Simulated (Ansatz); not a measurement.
HgPd: an elastic constant from a strain scan

Theory: DFT PBEsol, scalar-relativistic, plane waves, PAW (Ansatz). Settings: plane waves to 420 eV, k-mesh 16×16×14 (Γ-centred), Gaussian smearing 0.15 eV. Spin–orbit coupling is left out, which can shift energies with elements as heavy as these. No spin polarisation. Energies are free energies at this smearing, counted from the undisturbed cell; pressure is positive in compression.

The undisturbed cell (as given, not relaxed at this level; it stands at 0.0 GPa, and it needn't be the usual structure):

```xyz
2
Lattice="3.0300 0.0000 0.0000 0.0000 3.0300 0.0000 0.0000 0.0000 3.6920" Properties=species:S:1:pos:R:3 pbc="T T T"
Hg    0.0000    0.0000    0.0000
Pd    1.5150    1.5150    1.8460
```

The cell is strained by ε times the Voigt pattern (0, 1, 0, 0, 0, 0) (xx, yy, zz, yz, xz, xy; engineering shear) with fractional coordinates fixed. The cell holds 2 atoms in V0 = 33.89 Å³. The stress column is τ = (1/V0) dE/dε, got from the stress tensor σ (compression positive) at each point as −det(1 + εP) σ : P(1 + εP)⁻¹, with P the pattern as a tensor.

```csv
ε,ΔE (meV/atom),τ (GPa)
-0.0600,44.444,-15.812
-0.0450,23.374,-10.866
-0.0300,9.603,-6.599
-0.0150,2.115,-2.933
0.0000,0.000,0.177
0.0150,2.375,2.726
0.0300,8.385,4.776
0.0450,17.341,6.466
0.0525,22.773,7.223
0.0600,?,?
```

Question: Which combination of elastic constants does this scan measure, and how large is it?

Answer: For small ε, τ = τ0 + Kε with K = pᵀCp, which for this pattern is C22 in the Cartesian frame shown. The parabola through τ at ε = -0.0150, 0 and 0.0150 has slope K = 189 GPa at zero. The energies per cell, E = NΔE, of the same two points give K = 2[E(ε₊)/ε₊ − E(ε₋)/ε₋]/[(ε₊ − ε₋)V0] = 189 GPa, in agreement.

Question: Predict the withheld row at ε = 0.0600 from the harmonic law, and compare.

Answer: ΔE = V0(τ0 ε + Kε²/2)/N = 37.043 meV/atom and τ = 11.50 GPa. The calculation gives 28.791 meV/atom and 7.94 GPa: the energy lies 22 % below the harmonic value, as bonds soften when stretched.

In a metal these slopes depend on the k mesh and the smearing.